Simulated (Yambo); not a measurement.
Yambo input for Be₂C (space group Fm-3m, No. 225) under isotropic strain of -0.7 % on all lattice vectors (a = 3.0306 Å, b = 3.0306 Å, c = 3.0306 Å, α = 60.00°, β = 60.00°, γ = 60.00°), on PBEsol (Quantum ESPRESSO, PseudoDojo norm-conserving, 88 Ry, no spin-orbit coupling) wavefunctions on a 16×16×16 mesh:

```
optics
chi
dipoles
tddft
FFTGvecs= 40 Ry
Chimod= "LRC"
LRC_alpha= -0.567
NGsBlkXd= 4 Ry
% QpntsRXd
 1 | 1 |
%
% BndsRnXd
 3 | 16 |
%
GrFnTpXd= "R"
% EnRngeXd
 0.0 | 20.0 | eV
%
% DmRngeXd
 0.2 | 0.2 | eV
%
CGrdSpXd= 50
ETStpsXd= 161
% LongDrXd
 1.0 | 0.0 | 0.0 |
%
% XfnQP_E
 1.274 | 1.0 | 1.0 |
%
```

First lines of the file o-*.eps_q1_inv_LRC_dyson:

```
Absorption @ Q(1):   1.00000000     0.00000000     0.00000000    [q->0 direction]
#
# [ X ] Hartree size     :  27
# [GEN] GF Energies     : Perdew, Burke & Ernzerhof SOL(X)+Perdew, Burke & Ernzerhof SOL(C)+ user defined corrections @E
# [GEN] Green`s Function     : Retarded
#
# [GEN] Gauge     : Length
# [GEN] [r,Vnl] included     : yes
#
#    E[1] [eV]     Im(eps)     Re(eps)     Im(eps_o)     Re(eps_o)
#
     0.000000     0.677911E-6     7.317213     -0.13325E-16     6.322903
     0.125000     0.004823     7.318716     0.003323     6.323939
     0.250000     0.009661     7.323228     0.006656     6.327049
     0.375000     0.014532     7.330764     0.010007     6.332243
     0.500000     0.019451     7.341350     0.013386     6.339534
     0.625000     0.024435     7.355020     0.016802     6.348942
     0.750000     0.029502     7.371821     0.020265     6.360495
     0.875000     0.034669     7.391809     0.023786     6.374224
     1.000000     0.039957     7.415053     0.027376     6.390169
     1.125000     0.045386     7.441634     0.031045     6.408375
     1.250000     0.050977     7.471645     0.034806     6.428896
     1.375000     0.056754     7.505195     0.038672     6.451793
     1.500000     0.062743     7.542405     0.042657     6.477134
     1.625000     0.068971     7.583416     0.046775     6.504998
     1.750000     0.075469     7.628385     0.051043     6.535473
     1.875000     0.082271     7.677490     0.055479     6.568657
     2.000000     0.089415     7.730929     0.060102     6.604660
     2.125000     0.096943     7.788927     0.064934     6.643605
     2.250000     0.104902     7.851735     0.070000     6.685627
     2.375000     0.113346     7.919635     0.075326     6.730880
     2.500000     0.122336     7.992945     0.080943     6.779534
     2.625000     0.131942     8.072022     0.086886     6.831778
     2.750000     0.142246     8.157269     0.093193     6.887826
     2.875000     0.153342     8.249145     0.099911     6.947916
     3.000000     0.165338     8.348166     0.107092     7.012316
     3.125000     0.178366     8.454925     0.114796     7.081328
     3.250000     0.192580     8.570097     0.123095     7.155296
     3.375000     0.208164     8.694460     0.132075     7.234609
     3.500000     0.225344     8.828917     0.141838     7.319712
     3.625000     0.244396     8.974514     0.152506     7.411120
     3.750000     0.265662     9.132484     0.164234     7.509426
     3.875000     0.289575     9.304283     0.177210     7.615326
     4.000000     0.316691     9.491653     0.191676     7.729639
```
(The file goes on to the top of the energy range.) Convergence of the RPA response with its 16×16×16 mesh was not tested. The scissor comes from a G0W0 run whose convergence isn't established.

Geometry strained from the cell relaxed with PBEsol, atoms relaxed again.
